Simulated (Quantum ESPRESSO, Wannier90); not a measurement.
Wannierisation of GaS (R-3m)

```xyz
4
Lattice="-1.8018 3.1209 0.0000 -3.6036 0.0000 0.0000 -1.8018 1.0403 7.9893" Properties=species:S:1:pos:R:3 pbc="T T T"
Ga     0.0000     0.0000    -1.2180
Ga     0.0000     0.0000     1.2180
S      1.8018    -1.0403    -2.2837
S     -1.8018     1.0403     2.2837
```

Structure: Materials Project mp-9889, symmetrised, not relaxed again. Not found in the COD (Crystallography Open Database) copy used, which has the formula in other groups; not checked further. Level: PBEsol, spinors with spin-orbit coupling; pw.x of Quantum ESPRESSO at 64 Ry with PseudoDojo potentials, 6×6×6 k-points, Wannier90. Density: 10×10×10 mesh, cold smearing 0.01 Ry. The cell is built of weakly bound layers, chains or molecules, whose nearest atoms lie 4.00 Å apart. Database cells relaxed without dispersion often hold them too far apart, which can enlarge gaps and weakens couplings between them; spacing and stacking were not compared with the measured crystal.

A tight-binding model is made by disentanglement and projection with no localisation steps (num_iter = 0), so the 32 orbitals stay atom-like: hydrogen-like Ga: s;p; S: s;p, axes along x, y, z; frozen window up to 3.08 eV relative to the valence-band maximum. It follows pw.x to 8.8 meV rms for states up to 2.6 eV relative to the valence-band maximum. Matrix elements depend on this choice of orbitals and windows.

The 45 largest hoppings ⟨m,0|H|n,R⟩ between different sites (one of each Hermitian pair; signs follow the real orbitals' lobes; the list may end inside a set of equal values):

| m | n | R | distance of the centres (Å) | t (eV) | Im t (eV) |
|---|---|---|---|---|---|
| Ga2 pz↑ | Ga1 pz↑ | 0 0 0 | 3.03 | 2.455 | 0.000 |
| Ga2 pz↓ | Ga1 pz↓ | 0 0 0 | 3.03 | 2.455 | 0.000 |
| Ga2 s↑ | Ga1 pz↑ | 0 0 0 | 2.74 | -2.453 | 0.000 |
| Ga2 s↓ | Ga1 pz↓ | 0 0 0 | 2.74 | -2.453 | 0.000 |
| Ga2 pz↑ | Ga1 s↑ | 0 0 0 | 2.74 | 2.453 | 0.000 |
| Ga2 pz↓ | Ga1 s↓ | 0 0 0 | 2.74 | 2.453 | 0.000 |
| Ga1 s↑ | S3 py↑ | 1 0 0 | 2.46 | 2.091 | 0.000 |
| Ga1 s↓ | S3 py↓ | 1 0 0 | 2.46 | 2.091 | 0.000 |
| S4 py↑ | Ga2 s↑ | 1 0 0 | 2.46 | -2.091 | 0.000 |
| S4 py↓ | Ga2 s↓ | 1 0 0 | 2.46 | -2.091 | 0.000 |
| Ga1 py↑ | S3 py↑ | 1 0 0 | 2.58 | 2.074 | 0.000 |
| Ga1 py↓ | S3 py↓ | 1 0 0 | 2.58 | 2.074 | 0.000 |
| S4 py↑ | Ga2 py↑ | 1 0 0 | 2.58 | 2.074 | 0.000 |
| S4 py↓ | Ga2 py↓ | 1 0 0 | 2.58 | 2.074 | 0.000 |
| Ga1 py↑ | S3 s↑ | 1 0 0 | 2.40 | -2.049 | 0.000 |
| Ga1 py↓ | S3 s↓ | 1 0 0 | 2.40 | -2.049 | 0.000 |
| S4 s↑ | Ga2 py↑ | 1 0 0 | 2.40 | 2.049 | 0.000 |
| S4 s↓ | Ga2 py↓ | 1 0 0 | 2.40 | 2.049 | 0.000 |
| Ga1 s↑ | S3 px↑ | 0 1 0 | 2.41 | -1.811 | -0.001 |
| Ga1 s↓ | S3 px↓ | 0 1 0 | 2.41 | -1.811 | 0.001 |
| S4 px↑ | Ga2 s↑ | 0 1 0 | 2.41 | 1.811 | -0.001 |
| S4 px↓ | Ga2 s↓ | 0 1 0 | 2.41 | 1.811 | 0.001 |
| S3 px↑ | Ga1 s↑ | 0 0 0 | 2.41 | 1.811 | 0.001 |
| S3 px↓ | Ga1 s↓ | 0 0 0 | 2.41 | 1.811 | -0.001 |
| S4 px↑ | Ga2 s↑ | 0 0 0 | 2.41 | -1.811 | -0.001 |
| S4 px↓ | Ga2 s↓ | 0 0 0 | 2.41 | -1.811 | 0.001 |
| S3 s↑ | Ga1 px↑ | 0 0 0 | 2.36 | -1.775 | 0.001 |
| S3 s↓ | Ga1 px↓ | 0 0 0 | 2.36 | -1.775 | -0.001 |
| S4 s↑ | Ga2 px↑ | 0 0 0 | 2.36 | 1.775 | -0.001 |
| S4 s↓ | Ga2 px↓ | 0 0 0 | 2.36 | 1.775 | 0.001 |
| Ga1 px↑ | S3 s↑ | 0 1 0 | 2.36 | 1.775 | -0.001 |
| Ga1 px↓ | S3 s↓ | 0 1 0 | 2.36 | 1.775 | 0.001 |
| S4 s↑ | Ga2 px↑ | 0 1 0 | 2.36 | -1.775 | -0.001 |
| S4 s↓ | Ga2 px↓ | 0 1 0 | 2.36 | -1.775 | 0.001 |
| Ga2 s↑ | Ga1 s↑ | 0 0 0 | 2.45 | -1.682 | 0.000 |
| Ga2 s↓ | Ga1 s↓ | 0 0 0 | 2.45 | -1.682 | 0.000 |
| Ga1 pz↑ | S3 py↑ | 1 0 0 | 2.34 | -1.581 | 0.000 |
| Ga1 pz↓ | S3 py↓ | 1 0 0 | 2.34 | -1.581 | 0.000 |
| S4 py↑ | Ga2 pz↑ | 1 0 0 | 2.34 | -1.581 | 0.000 |
| S4 py↓ | Ga2 pz↓ | 1 0 0 | 2.34 | -1.581 | 0.000 |
| Ga2 px↑ | Ga1 px↑ | 0 0 0 | 2.27 | -1.434 | 0.000 |
| Ga2 px↓ | Ga1 px↓ | 0 0 0 | 2.27 | -1.434 | 0.000 |
| Ga2 py↑ | Ga1 py↑ | 0 0 0 | 2.27 | -1.434 | 0.000 |
| Ga2 py↓ | Ga1 py↓ | 0 0 0 | 2.27 | -1.434 | 0.000 |
| Ga1 py↑ | S3 pz↑ | 1 0 0 | 2.49 | -1.428 | 0.000 |
